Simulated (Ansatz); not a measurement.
The numbers come from plane-wave PAW DFT (Ansatz): r2SCAN, no spin polarisation, 500 eV, 6×6×4 Γ-centred k points, fermi-dirac occupations (width 0.0264 eV). Nothing was relaxed.

Computed maps in the lattice plane spanned by a (left to right, 5.43 Å, 16 points from zero) and c (bottom to top, 7.47 Å, 23 points from zero), 90° apart, at height 0.703 along b. The fields are smooth PAW ones with compensation charges, not the true ones near nuclei.

Valence density. Digits on a logarithmic scale: 0 up to 0.03 e/Å³, each further digit a factor of 1.6, 9 from 1.3 e/Å³ up:
```
4333333358999985
4322222346899864
4322122345676654
4332223455544444
4432345666543344
4433356777654344
5443467667754344
6654567516764456
9965567657765579
9986567777655799
9996455666555799
9996434444445799
9985332233334699
8764322122334568
5554432122344455
4555543223344444
4567765333444433
5677776433444433
5774476544555544
5773477545788655
5676776557999975
5667765558999985
4455554459999985
```

ELF. Ten even steps from '0' (0.00) to '9' (0.86):
```
2234431113655632
1111101112455422
1110001222222221
1110014564211111
1111147998631111
1111379999852111
2212599305973112
2212698001884222
5422599204983235
5642389979962256
3552258999742364
4652124665421365
6631111122112256
4321110001111224
1123321000111122
1368863101111111
3799997311111111
5896799521121112
7940079721222213
7940079721244223
6983499522566522
4899997324645642
2578874224633642
```

Q: The cell is CdP₂Pd₂. Which atoms lie within 0.2 Å of this plane, and where (fractions of a and c)?

A: P at (0.49, 0.65), P at (0.21, 0.15), Pd at (0.00, 0.50), Pd at (0.73, 0.00). The whole cell:
```xyz
10
Lattice="0.0000 5.4281 0.0000 4.7162 -2.7141 0.0000 1.7668 0.0000 -7.2589" Properties=species:S:1:pos:R:3 pbc="T T T"
P     4.4596    0.7578   -4.7027
P     2.9069    3.4718   -6.1856
P     2.0235    1.9563   -2.5561
P     3.5762   -0.7578   -1.0733
Pd    3.0173    0.7364   -7.2370
Pd    4.3492   -1.9776   -3.6513
Pd    3.4658    1.9776   -0.0218
Pd    2.1338    4.6917   -3.6076
Cd    1.3251    0.7301   -5.4441
Cd    0.4417    4.6981   -1.8147
```

Origin: a known structure type with other elements, at an estimated volume, so it need not be a known compound. Caveats: atoms or cell far from equilibrium.
